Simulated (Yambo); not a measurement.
Rb2NaYF6 (space group Fm-3m, No. 225); a = 6.383 Å, b = 6.383 Å, c = 6.383 Å, α = 60.00°, β = 60.00°, γ = 60.00°. With the G0W0 scissor the direct gap on the mesh is 10.10 eV.

### Question
Does this run resolve the lowest exciton, and if so, what are its energy and binding? (Yambo, LDA bands; 4×4×4 mesh, 18 valence and 10 conduction bands, static screening with 107 bands and a 3 Ry block, scissor 4.00 eV, Tamm-Dancoff.)

### Answer
The mesh holds a bound state, but the numbers are provisional. These are vertical excitations (zero momentum). The lowest state lies at 8.70 eV (weak for light along x, 3 states within 2 meV), the direct quasiparticle gap on this mesh at 10.10 eV. Its binding energy, counted from that gap, is 1.40 eV; it spreads over about 14 k points of the mesh. Convergence with the mesh was not shown. The scissor comes from a G0W0 run whose convergence isn't established. 

Geometry of the Materials Project entry, not relaxed at this level.
